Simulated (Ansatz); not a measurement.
The relaxed structure here is a generated cell of Al: the first start was made by placing the elements on the sites of a structure type, and the end was not matched to a known phase here, so it may be hypothetical. Known forms of Al include space group No. 225.

A relaxed cell of Al (P6/mmm (No. 191)), relaxed on a k-mesh at least as fine as the one used below. Level of theory: PBE (plane waves to 420 eV, PAW, scalar-relativistic; Ansatz, an electronic-structure program). Γ-centred k-mesh 4×8×12 on the run's cell (coarser than for final values), Fermi–Dirac smearing 0.05 eV.

```
CELL_PARAMETERS angstrom
      9.09248     0.00000     0.00000
     -2.27312     3.93716     0.00000
      0.00000     0.00000     2.75108
ATOMIC_POSITIONS crystal
  Al 0.16667 0.66667 0.00000
  Al 0.66667 0.66667 0.00000
  Al 0.33333 0.33333 0.00000
  Al 0.83333 0.33333 0.00000
```

The atoms are displaced along an unstable phonon of this cell by (Å):

```json
[
 {"atom": "Al1", "ux": "0.000", "uy": "0.000", "uz": "0.150"},
 {"atom": "Al2", "ux": "0.000", "uy": "0.000", "uz": "-0.150"},
 {"atom": "Al3", "ux": "0.000", "uy": "0.000", "uz": "-0.150"},
 {"atom": "Al4", "ux": "0.000", "uy": "0.000", "uz": "0.150"}
]
```

Task: What forces (eV/Å) and pressure result?

Result: 
```
atom     Fx     Fy     Fz
----  -----  -----  -----
Al1    0.05   0.03   0.26
Al2    0.05   0.03  -0.26
Al3   -0.05  -0.03  -0.26
Al4   -0.05  -0.03   0.26
```

Pressure -0.4 GPa.

The undisplaced cell is probably no minimum: from this displacement the run went on to Immm (No. 71), 0.26 eV/atom below it.

No spin polarisation in the result.
